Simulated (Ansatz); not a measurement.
The following input was run with Ansatz 0.2.0.

```yaml
crystal:
  lattice:
    - [-2.9845196546, 2.9845196546, 2.9845196546]
    - [2.9845196546, -2.9845196546, 2.9845196546]
    - [2.9845196546, 2.9845196546, -2.9845196546]
  atoms:
    - { symbol: Hg, position: [0.5, 0.5, 0.5] }
    - { symbol: Hg, position: [0.5, 0.0, 0.0] }
    - { symbol: Hg, position: [0.0, 0.0, 0.5] }
    - { symbol: Hg, position: [0.0, 0.5, 0.0] }
    - { symbol: Pt, position: [0.0, 0.0, 0.0] }
basis:
  ecutwfc: 420
kpoints:
  mp_grid: { grid: [8, 8, 8] }
hamiltonian:
  xc: pbesol
scf:
  occupations: { method: gaussian, width: 0.1 }
output:
  forces: true
  stress: true
  eigenvalues: true
  write_density: true
  write_potential: true
  elf: true
  volumetric_format: npy
```

Launched with
```bash
ansatz run input.yaml --threads 1 --pin off --max-ram 2560MiB --backend cpu --events-out ev --progress --plain --runs-dir out
```

Level of theory: DFT PBEsol, scalar-relativistic, plane waves, PAW (Ansatz 0.2.0).

From the run's log, abridged:

```
Pseudopotentials: kind: paw
Pseudopotential: Hg, paw, valence charge 20, recommended cutoff 420 eV (normal)
Pseudopotential: Pt, paw, valence charge 18, recommended cutoff 420 eV (normal)
Functional definition: PBEsol
Crystal: 5 atoms, lattice volume = 106.337 Å³
Basis set: ecut = 420 eV, 2093 PW (Γ), exchange–correlation on 72×72×72 points (8 copies of the dense FFT grid, shifted against one another)
Bands: 59, of which v1, the nominal top of the filled ones, is band 49 counted from 1 (48 counted from 0)
Symmetry: 48 space group operations
Space group: Im-3m (ITA 229), of the structure as read, at distance tolerance 4.7e-5 Å
k-points: 29 of 512
Initial density: superposition of atomic densities (neutral atoms: chi_scale 0, normalization atom), corrected by the library's trained network
Initial wavefunctions: pseudopotential atomic-orbital guess
Functional: x = pbesol(κ = 0.804, μ = 0.12345679), c = pbesol(β = 0.046)
SCF iter   1: F=—  HF=-67055.957541 eV  |F-HF|=—  |Δ(HF+E_count)|=         —  Δρ=5.75e-3  dr2=2.63e-2  ethr=1.77e-3  ⟨swp⟩=6.2  Hψ=5824  notcnv=0  defer=19
SCF iter   2: F=—  HF=-67055.953523 eV  |F-HF|=—  |Δ(HF+E_count)|=   4.02e-3  Δρ=2.96e-3  dr2=1.10e-2  ethr=2.69e-5  ⟨swp⟩=2.1  Hψ=2726  notcnv=0  defer=28
SCF iter   3: F=—  HF=-67055.950688 eV  |F-HF|=—  |Δ(HF+E_count)|=   2.84e-3  Δρ=1.11e-3  dr2=2.71e-3  ethr=1.12e-5  ⟨swp⟩=1.9  Hψ=2041  notcnv=0  defer=28
SCF iter   4: F=—  HF=-67055.949897 eV  |F-HF|=—  |Δ(HF+E_count)|=   7.90e-4  Δρ=3.16e-4  dr2=2.22e-4  ethr=2.77e-6  ⟨swp⟩=2.1  Hψ=2386  notcnv=0  defer=28
SCF iter   5: F=—  HF=-67055.949855 eV  |F-HF|=—  |Δ(HF+E_count)|=   4.25e-5  Δρ=1.06e-4  dr2=1.87e-5  ethr=2.26e-7  ⟨swp⟩=2.1  Hψ=2298  notcnv=0  defer=28
SCF iter   6: F=—  HF=-67055.949896 eV  |F-HF|=—  |Δ(HF+E_count)|=   4.12e-5  Δρ=4.08e-5  dr2=1.98e-6  ethr=1.91e-8  ⟨swp⟩=2.0  Hψ=2311  notcnv=0  defer=28
SCF iter   7: F=—  HF=-67055.949897 eV  |F-HF|=—  |Δ(HF+E_count)|=   7.53e-7  Δρ=1.21e-5  dr2=2.11e-7  ethr=2.02e-9  ⟨swp⟩=2.1  Hψ=2487  notcnv=0  defer=28
SCF iter   8: F=-67055.949897 eV  HF=-67055.949897 eV  |F-HF|=6.43e-9  |Δ(HF+E_count)|=   8.60e-8  Δρ=3.13e-6  dr2=1.26e-8  ethr=1.02e-10  ⟨swp⟩=12.8  Hψ=10873  notcnv=0
SCF 1 converged in 8 iterations: F = -67055.949897 eV  dr2 = 1.26e-8
SCF converged after 8 iterations
Free energy (F): -67055.949897 eV
Harris-Foulkes:  -67055.949897 eV  (|F-HF|=6.43e-9)
Internal energy: -67055.944660 eV  (E = F + TS)
E sigma→0 (E₀):  -67055.947278 eV
Entropy (-TS):   -0.005237 eV (-1.047 meV/atom)
Fermi energy:    16.580373 eV
--- Per-component energies (eV) ---
  E_band       = -1697.607046
  E_kinetic    = 3068.327535
  E_local      = -12557.242822  (includes V_loc(G=0)·N_el)
  E_nonlocal   = 503.901791
  E_hartree    = 5355.510932
  E_xc         = -1143.447067
  E_vxc        = -1358.954057  (∫ρ·V_xc dr)
  E_paw        = -48517.998692  (= ΣΔE_a)
  E_vpaw       = -2064.664017  (= ΣTr[D̂ρ^β])
  E_aug_tail   = 0.003781  (compensation charges beyond the density's cutoff)
  E_ewald      = -13766.601705
  E_core_change = 1.601586  (= ΣΔE_core)
  E_smearing   = -0.005237  (= −TS)
--- Forces (eV/Å), atoms counted from 1 ---
  atom   1  Hg     0.00000000     0.00000000     0.00000000
  atom   2  Hg     0.00000000     0.00000000     0.00000000
  atom   3  Hg     0.00000000     0.00000000     0.00000000
  atom   4  Hg     0.00000000     0.00000000     0.00000000
  atom   5  Pt     0.00000000     0.00000000     0.00000000
--- Stress (GPa, compression-positive) ---
       15.134619       0.000000       0.000000
        0.000000      15.134619       0.000000
        0.000000       0.000000      15.134619
  P = ⅓ Tr σ = 15.1346 GPa (151.346 kbar)
--- Band table (eV; the first three rows and the last of 29) ---
  k-point 0: bands = ["-98.6010", "-98.5981", "-98.5981", "-98.5981", "-82.0857", "-47.0411", "-47.0411", "-47.0411", "-47.0109", "-47.0109", "-47.0109", "-46.9883", "-46.9704", "-46.9704", "-46.9704", "-46.9557", "-46.9557", "-36.3217", "-36.3217", "-36.3217", "6.1486", "7.6546", "7.6546", "7.7200", "7.7200", "7.7200", "8.1713", "8.3663", "8.3663", "9.1043", "9.1043", "9.1043", "9.7950", "9.7950", "9.7950", "10.2804", "10.2804", "10.2804", "10.9933", "10.9933", "10.9933", "13.9645", "13.9645", "13.9645", "14.3718", "14.3718", "16.4701", "16.4701", "16.4701", "17.5384", "17.5384", "17.5384", "19.2212", "19.2212", "19.2212", "22.0745", "23.8226", "23.8226", "25.4840"]
  k-point 1: bands = ["-98.6009", "-98.5982", "-98.5981", "-98.5981", "-82.0857", "-47.0404", "-47.0400", "-47.0389", "-47.0100", "-47.0100", "-47.0088", "-46.9899", "-46.9721", "-46.9721", "-46.9700", "-46.9578", "-46.9566", "-36.3229", "-36.3223", "-36.3217", "6.2901", "7.7111", "7.7373", "7.7631", "7.7885", "7.8367", "8.2563", "8.4223", "8.4242", "9.0780", "9.1118", "9.1650", "9.7355", "9.7848", "9.7937", "10.2206", "10.2552", "10.2574", "10.7966", "10.8902", "10.8946", "13.6262", "13.7207", "13.8711", "14.2551", "14.2655", "15.4756", "15.9605", "16.6278", "17.5927", "17.6517", "17.7387", "19.7029", "19.9234", "20.0171", "22.5472", "24.0185", "24.2038", "24.8447"]
  k-point 2: bands = ["-98.6006", "-98.5985", "-98.5981", "-98.5981", "-82.0857", "-47.0387", "-47.0373", "-47.0325", "-47.0072", "-47.0071", "-47.0028", "-46.9947", "-46.9767", "-46.9767", "-46.9688", "-46.9638", "-46.9588", "-36.3261", "-36.3239", "-36.3217", "6.6532", "7.8399", "7.9242", "7.9731", "7.9791", "8.1674", "8.4699", "8.5854", "8.6367", "9.0074", "9.1430", "9.3216", "9.5601", "9.7606", "9.7980", "10.0502", "10.1837", "10.1949", "10.3058", "10.6059", "10.6060", "12.7235", "13.2967", "13.6258", "13.7203", "14.0593", "14.2662", "15.1220", "16.7283", "17.7635", "17.8598", "18.5035", "20.7497", "21.0676", "21.4048", "23.3503", "23.9193", "24.0990", "24.9299"]
  k-point 28: bands = ["-98.5996", "-98.5996", "-98.5996", "-98.5967", "-82.0858", "-47.0499", "-47.0243", "-47.0243", "-47.0243", "-47.0152", "-47.0152", "-46.9756", "-46.9756", "-46.9756", "-46.9594", "-46.9594", "-46.9594", "-36.3306", "-36.3306", "-36.3306", "8.1464", "8.1464", "8.1464", "8.2853", "8.2853", "8.2853", "8.6704", "8.6704", "8.6704", "9.4823", "9.4823", "9.4823", "9.6753", "9.6753", "9.6753", "10.0936", "10.4470", "10.4470", "11.0404", "11.0404", "11.3124", "12.1103", "12.1103", "12.4102", "12.4102", "12.4102", "13.2752", "13.2752", "13.2752", "15.9459", "15.9459", "20.6404", "22.2000", "22.2000", "22.2000", "24.2105", "26.7874", "26.7874", "26.7874"]
```

The calculation finished and met its thresholds.

The run took 15 s on 1 thread of Arm Neoverse V1, with other jobs on the host, peak memory 0.42 GiB.

Spin–orbit coupling is left out, which can shift energies with elements as heavy as these.